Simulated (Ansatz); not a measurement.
# HfO₂: computed property card

HfO₂:
```
HfO2
1.0
    0.00000     2.52226     2.52226
    2.52226     0.00000     2.52226
    2.52226     2.52226     0.00000
Hf O
1 2
Direct
  0.00000   0.00000   0.00000
  0.75000   0.75000   0.75000
  0.25000   0.25000   0.25000
```

Space group Fm-3m (No. 225), fluorite; conventional cell a = b = c = 5.0445 Å, α = β = γ = 90.00°.

Method: PBEsol (plane waves, PAW; program Ansatz). Structure relaxed to zero pressure with the same functional. Other levels are named where they apply.

### Cell and energy

```json
{
 "volume_per_atom": "10.70 Å³",
 "density": "10.89 g/cm³",
 "Formation energy from the elements (no fitted shifts)": "-3.45 eV/atom"
}
```

### Electronic structure

```json
{
 "band_gap": "3.69 eV (direct)",
 "valence_band_maximum": "at X",
 "conduction_band_minimum": "at X (3 equivalent valleys)",
 "electron_effective_mass": "0.70, 0.70, 1.1 mₑ (principal values)",
 "Electron effective mass with spin–orbit coupling": "0.71, 0.71, 1.1 mₑ (principal values)",
 "hole_effective_mass": "0.28, 3.0, 3.0 mₑ (principal values)",
 "Hole effective mass with spin–orbit coupling": "0.28, 3.0, 3.0 mₑ (principal values)",
 "HSE06 gap on the PBEsol cell": "5.43 eV",
 "Gap with spin–orbit coupling": "3.69 eV"
}
```

### Mechanics

```json
{
  "Bulk modulus (Birch–Murnaghan fit)": "264 GPa",
  "Pressure derivative B′": "4.2",
  "Elastic constants (relaxed ions, GPa)": "C11 = 576, C12 = 109, C44 = 69.8",
  "mechanical_stability": "stable (all eigenvalues of C positive)",
  "hill_bulk_and_shear_moduli": "265 and 116 GPa",
  "Young's modulus": "304 GPa",
  "Poisson's ratio": "0.31",
  "debye_temperature_from_the_elastic_constants": "493 K"
}
```

### Dielectric response

```json
{
 "Electronic dielectric constant ε∞ (DFPT)": "5.38",
 "Born charges (a third of the trace)": "Hf +5.56, O -2.78 e"
}
```

This is a known high-temperature phase of the composition, computed here at zero pressure and temperature. The PBEsol relaxation kept the symmetry of its start; whether a distortion lowers the energy is not shown. No spin polarisation was allowed. The references are the lowest solids computed at this level, not always the standard phases (solids in place of the gases). Scalar-relativistic: spin–orbit coupling is off unless named, which matters more the heavier the elements.

Potentials: the earlier of the program's two PAW sets. The files were generated under PBE; for other functionals the program regenerates the frozen cores, and for LDA and PBEsol the local potential too.
